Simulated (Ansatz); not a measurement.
# Electric field gradients in Na₃Sc₂B₃O₉

The cell is a Materials Project structure (computed, not necessarily an observed phase), atoms as given.

```cif
data_Na3Sc2B3O9
_symmetry_space_group_name_H-M 'R-3c:H'
_symmetry_Int_Tables_number 167
_cell_length_a 8.6931
_cell_length_b 8.6931
_cell_length_c 20.1005
_cell_angle_alpha 90.000
_cell_angle_beta 90.000
_cell_angle_gamma 120.000
loop_
_atom_site_label
_atom_site_type_symbol
_atom_site_symmetry_multiplicity
_atom_site_Wyckoff_symbol
_atom_site_fract_x
_atom_site_fract_y
_atom_site_fract_z
Na Na 18 e 0.0012 0.3333 0.5833
Sc Sc 12 c 0.0000 0.0000 0.8281
B B 18 e 0.3278 0.3333 0.5833
O17 O 36 f 0.4494 0.1432 0.4571
O22 O 18 e 0.8212 0.8212 0.7500
```

One atom of each set is listed; the run and its k-mesh use a cell of 34 atoms with edges of 8.37, 8.37, 8.37 Å.

The numbers come from a DFT calculation in Ansatz (PBE, plane waves and PAW, scalar-relativistic, 420 eV cutoff, Γ-centred 3×3×3 k-points, Fermi–Dirac smearing 0.02 eV).

Conventions: |V_zz| ≥ |V_yy| ≥ |V_xx|, η = (V_xx − V_yy)/V_zz, C_Q = eQV_zz/h.

23Na: I = 3/2, Q = 104.0 mb; ⁴⁵Sc: I = 7/2, Q = -220.0 mb; ¹⁰B: I = 3, Q = 84.59 mb; O-17: I = 5/2, Q = -25.58 mb. Quadrupole moments are those of Pyykkö's year-2017 table.

```csv
site,atoms,first shell,V_zz (10²¹ V/m²),η,C_Q (MHz)
Na,6,8 O at 2.46–2.85 Å; also 1 B at 2.84 Å,-1.37,0.91,-3.45
Sc,4,6 O at 2.03–2.21 Å,1.11,0.00,-5.90
B,6,3 O at 1.38–1.39 Å,2.45,0.06,5.02
O17,12,"1 B at 1.38 Å, 1 Sc at 2.03 Å, angle 165°; also 3 Na at 2.46–2.85 Å",-5.67,0.93,3.50
O22,6,"1 B at 1.39 Å, 2 Sc at 2.21 Å; also 2 Na at 2.52 Å",6.21,0.93,-3.84
```

An axis of threefold or higher order runs through Sc, so V_zz lies along it and η is zero. At B V_zz stands upright on the plane through its three neighbours (within 1°).
